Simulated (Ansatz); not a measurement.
TiC (rock salt), relaxed with LDA (Ansatz, an electronic-structure program, plane waves, PAW): a = b = c = 4.2607 Å, α = β = γ = 90.00°.

ΔH_f (eV/atom): -0.93
B₀ by P(V) fit (GPa): 282
K_Hill (GPa): 282
G_Hill (GPa): 198
Θ_D (K): 958

Question: The same phase is relaxed and computed with PBEsol in the same code. What are the cell and these values now?

Answer: a = 4.293 Å, b = 4.293 Å, c = 4.293 Å, α = 90.00°, β = 90.00°, γ = 90.00°.

- ΔH_f (eV/atom): -0.91
- B₀ by P(V) fit (GPa): 267
- K_Hill (GPa): 267
- G_Hill (GPa): 189
- Θ_D (K): 941

All cells were relaxed under the symmetry of their starts (and spin orders); stability against distortions was not tested throughout. Rows with no word on spin ran without spin polarisation.

Potentials: the later of the program's two PAW sets.

Ansatz is a plane-wave DFT program.

Formation energies count from the lowest solids of the elements computed at the same level, not from gases.
